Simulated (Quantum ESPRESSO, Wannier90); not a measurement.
## Tight-binding from DFT: LiPd (CsCl type)

Cell from Materials Project (mp-2743), symmetrised, no further relaxation. COD (Crystallography Open Database) has the formula in 2 space groups, this one among them (matched by group alone). Method: PBEsol plane waves in Quantum ESPRESSO 7.5 (PseudoDojo norm-conserving files, 66 Ry, no spin polarisation, no spin-orbit coupling), Bloch states on a 10×10×10 mesh through Γ, Wannier90 4.0.1. Density: 14×14×14 mesh, cold smearing 0.01 Ry.

```
begin unit_cell_cart
ang
    2.9596800000    0.0000000000    0.0000000000
    0.0000000000    2.9596800000    0.0000000000
    0.0000000000    0.0000000000    2.9596800000
end unit_cell_cart
mp_grid = 10 10 10
```

Q: Which shells of neighbouring k-points and which b-vectors and weights does Wannier90 pick for this cell and mesh?

A: 
```
 *---------------------------------- K-MESH ----------------------------------*
 +----------------------------------------------------------------------------+
 |                    Distance to Nearest-Neighbour Shells                    |
 |                    ------------------------------------                    |
 |          Shell             Distance (Ang^-1)          Multiplicity         |
 |          -----             -----------------          ------------         |
 |             1                   0.212293                      6            |
 |             2                   0.300227                     12            |
 |             3                   0.367702                      8            |
 |             4                   0.424585                      6            |
 |             5                   0.474701                     24            |
 |             6                   0.520009                     24            |
 |             7                   0.600455                     12            |
 |             8                   0.636878                     30            |
       ... (lines left out)
 +----------------------------------------------------------------------------+
 | The b-vectors are chosen automatically                                     |
 | The following shells are used:                       1                     |
 +----------------------------------------------------------------------------+
 |                        Shell   # Nearest-Neighbours                        |
 |                        -----   --------------------                        |
 |                          1               6                                 |
 +----------------------------------------------------------------------------+
 | Completeness relation is fully satisfied [Eq. (B1), PRB 56, 12847 (1997)]  |
 +----------------------------------------------------------------------------+
 |                  b_k Vectors (Ang^-1) and Weights (Ang^2)                  |
 |                  ----------------------------------------                  |
 |            No.         b_k(x)      b_k(y)      b_k(z)        w_b           |
 |            ---        --------------------------------     --------        |
 |             1         0.000000    0.000000    0.212293    11.094297        |
 |             2         0.000000    0.212293    0.000000    11.094297        |
 |             3         0.212293    0.000000    0.000000    11.094297        |
 |             4         0.000000    0.000000   -0.212293    11.094297        |
 |             5         0.000000   -0.212293    0.000000    11.094297        |
 |             6        -0.212293    0.000000    0.000000    11.094297        |
```
